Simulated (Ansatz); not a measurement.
Rocksalt alloy of MgO and CaO (4 of 32 Mg sites exchanged), 64 atoms

Ansatz, PAW, plane waves. PBEsol relaxation of volume and atoms (shape held) at the single k point (¼, ¼, ¼) without its symmetry partners; single points on the relaxed atoms at the Γ point alone, onto which points of the small cell's zone fold. Arrangement: unlike neighbours preferred. No spin–orbit coupling unless named.

Relaxed structure:

```cif
data_structure
_symmetry_space_group_name_H-M 'P 1'
_symmetry_Int_Tables_number 1
_cell_length_a 8.6165
_cell_length_b 8.6165
_cell_length_c 8.6165
_cell_angle_alpha 90.000
_cell_angle_beta 90.000
_cell_angle_gamma 90.000
_cell_volume 639.73
loop_
_atom_site_label
_atom_site_type_symbol
_atom_site_fract_x
_atom_site_fract_y
_atom_site_fract_z
_atom_site_occupancy
O1 O 0.24968 0.00023 0.98575 1
O2 O 0.24963 0.00017 0.51441 1
O3 O 0.24968 0.50022 0.98575 1
O4 O 0.24963 0.50017 0.51441 1
O5 O 0.74968 0.00022 0.98575 1
O6 O 0.74963 0.00017 0.51441 1
O7 O 0.74969 0.50022 0.98575 1
O8 O 0.74962 0.50017 0.51441 1
O9 O 0.99969 0.25022 0.99946 1
O10 O 0.99962 0.25017 0.50070 1
O11 O 0.99968 0.75022 0.99946 1
O12 O 0.99963 0.75017 0.50070 1
O13 O 0.49967 0.25022 0.99945 1
O14 O 0.49964 0.25018 0.50070 1
O15 O 0.49968 0.75023 0.99945 1
O16 O 0.49963 0.75017 0.50070 1
O17 O 0.99966 0.00019 0.25008 1
O18 O 0.99966 0.00020 0.75008 1
O19 O 0.99966 0.50020 0.25008 1
O20 O 0.99965 0.50020 0.75008 1
O21 O 0.49966 0.00020 0.25009 1
O22 O 0.49966 0.00020 0.75008 1
O23 O 0.49966 0.50020 0.25005 1
O24 O 0.49966 0.50020 0.75009 1
O25 O 0.24966 0.25020 0.25010 1
O26 O 0.24965 0.25020 0.75007 1
O27 O 0.24966 0.75020 0.25007 1
O28 O 0.24966 0.75020 0.75008 1
O29 O 0.74966 0.25020 0.25005 1
O30 O 0.74966 0.25020 0.75009 1
O31 O 0.74965 0.75020 0.25007 1
O32 O 0.74966 0.75020 0.75008 1
Mg1 Mg 0.99965 0.00020 0.99388 1
Mg2 Mg 0.99966 0.00019 0.50628 1
Mg3 Mg 0.99965 0.50021 0.99388 1
Mg4 Mg 0.99967 0.50019 0.50629 1
Mg5 Mg 0.49966 0.00021 0.99387 1
Mg6 Mg 0.49965 0.00019 0.50628 1
Mg7 Mg 0.49966 0.50020 0.99389 1
Mg8 Mg 0.49966 0.50019 0.50630 1
Mg9 Mg 0.24966 0.25020 0.99387 1
Mg10 Mg 0.24965 0.25020 0.50628 1
Mg11 Mg 0.24966 0.75019 0.99388 1
Mg12 Mg 0.24965 0.75020 0.50629 1
Mg13 Mg 0.74966 0.25020 0.99389 1
Mg14 Mg 0.74965 0.25020 0.50630 1
Mg15 Mg 0.74966 0.75019 0.99388 1
Mg16 Mg 0.74965 0.75021 0.50629 1
Mg17 Mg 0.24966 0.00020 0.75008 1
Mg18 Mg 0.24966 0.50019 0.75008 1
Mg19 Mg 0.74965 0.00020 0.75008 1
Mg20 Mg 0.74966 0.50020 0.75009 1
Mg21 Mg 0.99966 0.25020 0.25008 1
Mg22 Mg 0.99965 0.25019 0.75008 1
Mg23 Mg 0.99966 0.75020 0.25008 1
Mg24 Mg 0.99966 0.75020 0.75008 1
Mg25 Mg 0.49966 0.25020 0.25008 1
Mg26 Mg 0.49966 0.25020 0.75009 1
Mg27 Mg 0.49965 0.75019 0.25008 1
Mg28 Mg 0.49966 0.75020 0.75009 1
Ca1 Ca 0.24966 0.00020 0.25007 1
Ca2 Ca 0.24965 0.50020 0.25008 1
Ca3 Ca 0.74965 0.00020 0.25009 1
Ca4 Ca 0.74966 0.50020 0.25010 1
```

Question: What are the mean bond lengths by pair (pairs within 1.2 times the sum of covalent radii, less contacts 15 % beyond the pair's median; cation–cation pairs of compounds aside; long ionic contacts are cut short by that bound)?

Answer: Ca–O 2.195 ± 0.058 Å (standard deviation, 24 bonds); Mg–O 2.149 ± 0.035 Å (standard deviation, 168 bonds).

Question: What gap lies between the top filled and the lowest empty level in the single points?

Answer: HSE06 5.81 eV (2.7 min on 7 threads of Neoverse-V2); r²SCAN 4.86 eV (14 s on 7 threads of Neoverse-V2).
